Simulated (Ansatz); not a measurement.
ZrTa in space group Pmma (No. 51; Ta on 2e, Zr on 2f), r²SCAN (plane waves, PAW; program Ansatz), all energies at zero smearing, with the estimated change up to a 700 eV cutoff added, with one set of potentials and settings (totals compare only within such a set). Cell of 4 atoms (2 Ta, 2 Zr): -28279.771 eV.

```json
[
 {"element": "Ta", "reference phase": "Im-3m, 1 atoms in the cell", "E (eV/atom)": "-9945.1755"},
 {"element": "Zr", "reference phase": "P6_3/mmc, 2 atoms in the cell", "E (eV/atom)": "-4195.0547"}
]
```

Formation energy per atom, worked out: (-28279.771 − 2×(-9945.1755) − 2×(-4195.0547))/4 = 0.172 eV/atom (17 kJ per mol of atoms), at 0 K, without zero-point energy or fitted corrections.

The start of the workflow was typed in or built on a structure type; neither database checked (COD, Materials Project) lists it. Whether it is the stable phase at ambient conditions was not checked. The r²SCAN relaxation kept the symmetry of its start; whether a distortion lowers the energy is not shown. The run is not spin-polarised. Its formation energy is positive at this level, so the cell may be metastable or incomplete. The references are the lowest solids computed at this level, not always the standard phases. Spin–orbit coupling is left out wherever it is not named.

Potentials: the earlier of the program's two PAW sets.
